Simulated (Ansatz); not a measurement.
Values for one crystal, relaxed and computed with r²SCAN (plane waves, PAW; program Ansatz); other levels are named.

```yaml
volume_per_atom: 8.87 Å³
band_gap: 0.79 eV (indirect)
valence_band_maximum: at Γ
Poisson's ratio: 0.18
Hole effective mass, band 2 of 2 at the edge: 0.21 along x, 1.9 along z (mₑ)
smallest_direct_gap_on_the_standard_path: 1.63 eV
HSE06 gap on the r²SCAN cell: 1.41 eV
```

**Question.** Which compound is it?
A. ZnSnN2, R-3m (Zn on 3a, Sn on 3b, N on 6c)
B. CdSiN2, R-3m (Cd on 3a, Si on 3b, N on 6c)
C. GeBCN, R3m (B on 3a, N on 3a, Ge on 3a, C on 3a)
D. CaTiN2, Pna2_1 (Ca on 4a, Ti on 4a, N on 4a, N on 4a)

**Answer.** C, GeBCN, R3m (B on 3a, N on 3a, Ge on 3a, C on 3a)

The start of the workflow was typed in or built on a structure type; neither database checked (COD, Materials Project) lists it. Whether it is the stable phase at ambient conditions was not checked. The r²SCAN relaxation kept the symmetry of its start; whether a distortion lowers the energy is not shown. The volume moved by -16 % from the start of the relaxation. Scalar-relativistic: spin–orbit coupling is off unless named, which matters more the heavier the elements.

Potentials: the earlier of the program's two PAW sets.
